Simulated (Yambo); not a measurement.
Consider the following.

```xyz
5
Lattice="3.9904 0.0000 0.0000 0.0000 3.9904 0.0000 0.0000 0.0000 4.1027" Properties=species:S:1:pos:R:3 pbc="T T T"
O      0.0000     1.9952     0.2635
O      1.9952     0.0000     0.2635
O      0.0000     0.0000     2.2522
Ti     0.0000     0.0000     0.4104
Ba     1.9952     1.9952     2.3900
```

Workflow: norm-conserving PBEsol (Quantum ESPRESSO, 84 Ry, no spin-orbit coupling), then G0W0 in Yambo (4×4×4 Γ-centred k mesh, bands 2 to 127 and a 8 Ry block in the screening, 127 bands in G with the Bruneval-Gonze terminator, plasmon pole fitted at 27.2 eV).

Task: Give the PBEsol and G0W0 gaps between the band edges found on this mesh, and say where the edges lie.

Result: Edges: A → Γ. PBEsol: 1.81 eV; G0W0: 3.36 eV. Nearest settings tried, and what they do to the gap: 52 bands in G: -45 meV. Not varied: bands in W, block, mesh. So the settings aren't converged at that level. 

Geometry of the Materials Project entry, not relaxed at this level.
